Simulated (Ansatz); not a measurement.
Nb2AlC:
```
CELL_PARAMETERS angstrom
      3.10345     0.00000     0.00000
     -1.55173     2.68767     0.00000
      0.00000     0.00000    13.94529
ATOMIC_POSITIONS crystal
  Al 0.33333 0.66667 0.75000
  Al 0.66667 0.33333 0.25000
  Nb 0.33333 0.66667 0.08967
  Nb 0.66667 0.33333 0.91033
  Nb 0.66667 0.33333 0.58967
  Nb 0.33333 0.66667 0.41033
  C  0.00000 0.00000 0.00000
  C  0.00000 0.00000 0.50000
```

Relaxed with r²SCAN. Special points in fractions of this cell's reciprocal vectors: Γ (0.000, 0.000, 0.000); M (0.500, 0.000, 0.000); K (0.333, 0.333, 0.000); A (0.000, 0.000, 0.500); L (0.500, 0.000, 0.500); H (0.333, 0.333, 0.500).

Problem. List the band energies nearest the Fermi level at these points for plane-wave PAW r²SCAN with spin–orbit coupling (Ansatz code).

Solution. In eV from the Fermi level; about four levels below and three above (degenerate sets whole), none deeper than 8.9 eV; points with the same levels are listed once.

```json
[
 {"k": "Γ", "below": "-0.25 -0.25 -0.22 -0.22", "above": "1.04 1.04 1.10 1.10"},
 {"k": "M", "below": "-1.65 -1.65 -1.51 -1.51", "above": "1.07 1.07 1.48 1.48"},
 {"k": "K", "below": "-1.52 -1.52 -0.54 -0.54", "above": "1.25 1.25 1.33 1.33"},
 {"k": "A", "below": "-0.23 -0.23 -0.23 -0.23", "above": "1.09 1.09 1.09 1.09"},
 {"k": "L", "below": "-1.58 -1.58 -1.58 -1.58", "above": "1.51 1.51 1.51 1.51"},
 {"k": "H", "below": "-1.07 -1.07 -1.02 -1.02", "above": "1.20 1.20 1.26 1.26"}
]
```

Space group P6_3/mmc. The workflow started from a Materials Project entry (that database holds measured and hypothetical structures alike); the Crystallography Open Database copy checked does not list it. Its standing as an ambient phase is unchecked. The r²SCAN relaxation kept the symmetry of its start; its stability against distortions is not shown here. The run is not spin-polarised.

Potentials: the later of the program's two PAW sets.
